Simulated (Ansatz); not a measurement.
From three elastic constants to directional properties of ZnPt3

Computed with DFT LDA, scalar-relativistic, plane waves, PAW (Ansatz 0.2.0). Settings: 420 eV plane-wave cutoff, Γ-centred 12×12×12 mesh, Fermi-Dirac smearing of 0.15 eV. No spin polarisation.

The cell, relaxed at this level:
```cif
data_structure
_symmetry_space_group_name_H-M 'P 1'
_symmetry_Int_Tables_number 1
_cell_length_a 3.8492
_cell_length_b 3.8492
_cell_length_c 3.8492
_cell_angle_alpha 90.000
_cell_angle_beta 90.000
_cell_angle_gamma 90.000
_cell_volume 57.03
loop_
_atom_site_label
_atom_site_type_symbol
_atom_site_fract_x
_atom_site_fract_y
_atom_site_fract_z
_atom_site_occupancy
Zn1 Zn 0.00000 0.00000 0.00000 1
Pt1 Pt 0.00000 0.50000 0.50000 1
Pt2 Pt 0.50000 0.00000 0.50000 1
Pt3 Pt 0.50000 0.50000 0.00000 1
```

In a metal, frequencies and elastic constants depend on the k mesh and the smearing, soft modes and shear constants most. Spin–orbit coupling is left out, which can shift energies with elements as heavy as these.

With ions relaxed, on the cubic axes: C11 = 335.1, C12 = 225.5, C44 = 115.3 GPa. The density is 18.945 g/cm³.

Task: Is the crystal stable against strain, and how anisotropic is it?

Result: Born's conditions hold: C11 + 2C12 = 786.2, C11 − C12 = 109.6 and C44 = 115.3 GPa are all positive. B = (C11 + 2C12)/3 = 262.1 GPa. The two shear moduli are C44 and C′ = (C11 − C12)/2 = 54.8 GPa, so Zener's ratio is A = C44/C′ = 2.11: the tetragonal shear C′ is the soft one, as in many fcc and bcc metals and zincblende crystals. The Cauchy pressure C12 − C44 is 110.2 GPa; it would vanish for pair forces between atoms on inversion centres at zero pressure, and a positive value is usual with metallic or many-body binding.

Task: Give the sound speeds along the three symmetry directions.

Result: The Christoffel equation gives ρv² for each branch:
```
direction branch                    ρv²    GPa v (m/s)
    [100]              L                    C11  335.1     4206
    [100]         T (×2) C44  115.3     2468
    [110]              L   (C11 + C12 + 2C44)/2  395.7     4570
    [110]   T, u ∥ [001]                    C44  115.3     2468
    [110]  T, u ∥ [1-10]          (C11 − C12)/2   54.8     1701
    [111]              L  (C11 + 2C12 + 4C44)/3  415.9     4685
    [111]         T (×2) (C11 − C12 + C44)/3   75.0     1989
```

Task: How does Young's modulus depend on direction?

Result: Inverting gives S11 = 6.508, S12 = -2.618, S44 = 8.669 TPa⁻¹. Along a unit vector (l, m, n), 1/E = S11 − 2(S11 − S12 − S44/2)(l²m² + m²n² + n²l²), where the last bracket is 0, 1/4 and 1/3 for [100], [110] and [111]: E = 154, 243 and 302 GPa. With A > 1 the body diagonal is stiffest. For a film on (001), the biaxial modulus is C11 + C12 − 2C12²/C11 = 257 GPa and the normal strain is −2C12/C11 = -1.35 times the in-plane one.